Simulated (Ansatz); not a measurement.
BaTiO₃:
```cif
data_BaO3Ti
_chemical_formula_sum 'Ti1 Ba1 O3'
_space_group_name_H-M_alt 'P4mm'
_space_group_IT_number 99
_space_group_name_Hall 'P 4 -2'
_cell_length_a 3.98581
_cell_length_b 3.98581
_cell_length_c 4.19980
_cell_angle_alpha 90.000
_cell_angle_beta 90.000
_cell_angle_gamma 90.000
loop_
_atom_site_label
_atom_site_type_symbol
_atom_site_symmetry_multiplicity
_atom_site_Wyckoff_symbol
_atom_site_fract_x
_atom_site_fract_y
_atom_site_fract_z
_atom_site_occupancy
Ti1 Ti 1 b 0.50000 0.50000 0.45754 1
Ba1 Ba 1 a 0.00000 0.00000 0.94036 1
O1 O 1 b 0.50000 0.50000 0.88910 1
O2 O 2 c 0.00000 0.50000 0.40950 1
```

Relaxed with PBE.

**Question.** Which orbitals make up the states near the band edges in plane-wave PAW PBE (Ansatz code)?

**Answer.** Top 1 eV of the valence band: O 2p 94 %. Bottom 1 eV of the conduction band: Ti 3d 85 %, O 2p 12 %. Projections are on Löwdin-orthogonalised atomic valence shells; empty p or d shells of many metals are not among them.

**Question.** Tabulate the density of states.

**Answer.** States/eV per cell of 5 atoms, in 0.25 eV bins, energy from the valence-band maximum.

```
E (eV)  total  O 2p  Ti 3d  O 2s
------  -----  ----  -----  ----
-7.89    0.00  0.00   0.00  0.00
-7.64    0.00  0.00   0.00  0.00
-7.39    0.00  0.00   0.00  0.00
-7.14    0.00  0.00   0.00  0.00
-6.89    0.00  0.00   0.00  0.00
-6.64    0.00  0.00   0.00  0.00
-6.39    0.00  0.00   0.00  0.00
-6.14    0.00  0.00   0.00  0.00
-5.89    0.00  0.00   0.00  0.00
-5.64    0.00  0.00   0.00  0.00
-5.39    0.00  0.00   0.00  0.00
-5.14    0.00  0.00   0.00  0.00
-4.89    0.00  0.00   0.00  0.00
-4.64    0.00  0.00   0.00  0.00
-4.39    0.39  0.30   0.02  0.00
-4.14    2.83  2.07   0.38  0.02
-3.89    3.25  2.33   0.59  0.01
-3.64    4.28  2.94   1.08  0.02
-3.39    4.56  3.24   1.01  0.03
-3.14    4.02  3.00   0.73  0.03
-2.89    7.34  5.80   1.05  0.04
-2.64    8.57  6.61   1.28  0.02
-2.39    4.90  3.87   0.71  0.01
-2.14    3.42  2.81   0.42  0.02
-1.89    2.30  1.95   0.22  0.02
-1.64    2.17  1.90   0.12  0.02
-1.39    4.37  3.95   0.18  0.02
-1.14    7.16  6.57   0.22  0.03
-0.89    5.99  5.55   0.17  0.02
-0.64    4.50  4.27   0.07  0.01
-0.39    1.20  1.16   0.01  0.00
-0.14    0.74  0.73   0.00  0.00
0.11     0.00  0.00   0.00  0.00
0.36     0.00  0.00   0.00  0.00
0.61     0.00  0.00   0.00  0.00
0.86     0.00  0.00   0.00  0.00
1.11     0.00  0.00   0.00  0.00
1.36     0.00  0.00   0.00  0.00
1.61     0.00  0.00   0.00  0.00
1.86     0.05  0.00   0.05  0.00
2.11     0.40  0.02   0.37  0.00
2.36     0.66  0.07   0.57  0.00
2.61     2.45  0.31   2.05  0.02
2.86     2.79  0.41   2.26  0.02
3.11     3.55  0.60   2.80  0.02
3.36     6.21  1.18   4.76  0.03
3.61     5.52  1.11   4.10  0.02
3.86     2.25  0.48   1.62  0.00
4.11     0.30  0.04   0.23  0.02
4.36     1.41  0.15   1.06  0.13
4.61     1.78  0.24   1.30  0.15
4.86     1.72  0.24   1.18  0.15
5.11     1.41  0.23   0.88  0.10
5.36     1.42  0.24   0.79  0.08
5.61     1.74  0.31   0.89  0.09
5.86     2.00  0.36   0.91  0.08
6.11     2.25  0.41   0.90  0.07
6.36     2.05  0.37   0.71  0.05
6.61     2.65  0.45   0.80  0.04
```

The cell was relaxed with PBE under the symmetry of its start. The run is not spin-polarised. Spin–orbit coupling is left out wherever it is not named.

Potentials: the later of the program's two PAW sets.
